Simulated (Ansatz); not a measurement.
Values for one crystal, relaxed and computed with DFT-r²SCAN in the program Ansatz with PAW potentials; other levels are named.

Volume per atom: 19.95 Å³
Electronic character: metallic (no gap)
Density of states at the Fermi level: 0.40 states/eV per atom (mean over ±0.08 eV)
Formation energy from the elements (no fitted shifts): -0.66 eV/atom

Problem. Which compound is it?
(A) LaGe3Ru, I4mm (La on 2a, Ge on 2a, Ge on 4b, Ru on 2a)
(B) Sc3RuC4, C2/m (Pearson symbol mS32)
(C) Mg2Cu3Ge, P6_3/mmc (Mg on 4f, Cu on 6h, Ge on 2a)
(D) Ag5Pb2O6, P-31m (Ag on 2e, Ag on 3f, Pb on 2d, O on 6k)

Solution. A, LaGe3Ru, I4mm (La on 2a, Ge on 2a, Ge on 4b, Ru on 2a)

The first step of the workflow began from a Materials Project structure, measured or hypothetical; the Crystallography Open Database copy checked does not list it. Its standing as an ambient phase is unchecked. The cell was relaxed with r²SCAN under the symmetry of its start; whether a distortion lowers the energy is not shown. No spin polarisation was allowed. The references are the lowest solids computed at this level, not always the standard phases. Scalar-relativistic: spin–orbit coupling is off unless named, which matters more the heavier the elements.

Potentials: the later of the program's two PAW sets.
